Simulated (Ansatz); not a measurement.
The relaxed structure here is a generated cell of Mo: the first start was made by placing the elements on the sites of a structure type, and the end was not matched to a known phase here, so it may be hypothetical. Known forms of Mo include space group No. 229.

A relaxed cell of Mo (P6/mmm (No. 191)), relaxed on a k-mesh at least as fine as the one used below. All values below come from PBEsol (plane waves to 420 eV, PAW, scalar-relativistic; Ansatz, a quantum-chemistry and plane-wave program). Γ-centred k-mesh 7×7×7 on the run's cell (coarser than for final values), Fermi–Dirac smearing 0.05 eV.

```xyz
6
Lattice="5.1633 0.0000 0.0000 -2.5816 4.4715 0.0000 0.0000 0.0000 5.0626" Properties=species:S:1:pos:R:3 pbc="T T T"
Mo     0.0000     4.4715     1.2656
Mo     0.0000     4.4715     3.7969
Mo     1.2908     2.2358     1.2656
Mo     1.2908     2.2358     3.7969
Mo    -1.2908     2.2358     1.2656
Mo    -1.2908     2.2358     3.7969
```

The atoms are displaced along an unstable phonon of this cell by (Å):

```csv
atom,ux,uy,uz
Mo1,0.150,0.000,0.000
Mo2,-0.150,0.000,0.000
Mo3,-0.075,-0.130,0.000
Mo4,0.075,0.130,0.000
Mo5,-0.075,0.130,0.000
Mo6,0.075,-0.130,0.000
```

Question: What forces (eV/Å) and pressure result?

Answer: 
| atom | Fx | Fy | Fz |
|---|---|---|---|
| Mo1 | 1.39 | 0.00 | 0.00 |
| Mo2 | -1.39 | 0.00 | 0.00 |
| Mo3 | -0.70 | -1.21 | 0.00 |
| Mo4 | 0.70 | 1.21 | 0.00 |
| Mo5 | -0.70 | 1.21 | 0.00 |
| Mo6 | 0.70 | -1.21 | 0.00 |

Pressure -2.8 GPa.

Question: Estimate the energy cost of the displacement in the harmonic approximation and compare with the calculation.

Answer: For a harmonic well ΔE = −½ Σ F·u = -0.627 eV a cell, or -104 meV/atom. The calculated energy relative to the undisplaced cell is -0.12 eV/atom, so the harmonic estimate holds well.

The undisplaced cell is probably no minimum: from this displacement the run went on to P6₃/mcm (No. 193), 1.06 eV/atom below it.

No spin polarisation in the result.
